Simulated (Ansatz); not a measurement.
Start of a relaxation of Mg5O:

```
Mg O
1.0
     0.00000    3.66446    3.66446
     3.66446    0.00000    3.66446
     3.66446    3.66446    0.00000
Mg O
5 1
Direct
  0.37273 0.87576 0.87576
  0.87576 0.37273 0.87576
  0.87576 0.87576 0.37273
  0.87576 0.87576 0.87576
  0.50000 0.50000 0.50000
  0.25000 0.25000 0.25000
```

Method: Ansatz 0.2.0, DFT PBE, scalar-relativistic, plane waves, PAW. Cutoff 420 eV, Gaussian smearing, Γ-centred meshes. Cell and atoms relax first on a coarse mesh and then on a finer one. In between, the cell is made exact in the group found at 0.06 Å. In metals the finer mesh still leaves noise of several meV/atom or more. The steps can't lower the symmetry of their start. Collinear spin is switched on along the way, since trial moments persisted in a coarse test.

A guess keeps its type if space group and coordination stay and the shape of the cell changes little (axis ratios within about 15 %, angles within 6°); the volume may change.

Q: Does it keep its structure type, or change into something else?

A: It keeps its type. The symmetry stays F-43m (No. 216). The volume per atom grows by 33.1 %, from 16.4 to 21.8 Å³. The shortest distance goes from 2.58 Å (Mg–Mg) to 2.85 Å (Mg–Mg). Counting neighbours within 15 % of an atom's shortest distance, the start has Mg 6/16, O 16 and the end Mg 6/16, O 16.

Energies over the elements count from the elements' standard structures at the same level (O₂ as a molecule), with no fitted energy shifts.

Q: At what energy does it end?

A: +0.30 eV/atom. A positive value: parting into the elements would lower its energy.

The last run used collinear spin, an 8×8×8 mesh for its 6-atom cell and Gaussian smearing of 0.10 eV. The magnetic state reached may not be the lowest. A structure relaxed within its symmetry needn't be a true minimum. Another cell of Mg5O relaxed alike but without spin, in P-6m2, lies 1.00 eV/atom lower, so this cell isn't the stable form at this level.

In counts of neighbours, a slash parts the counts of unlike sites.
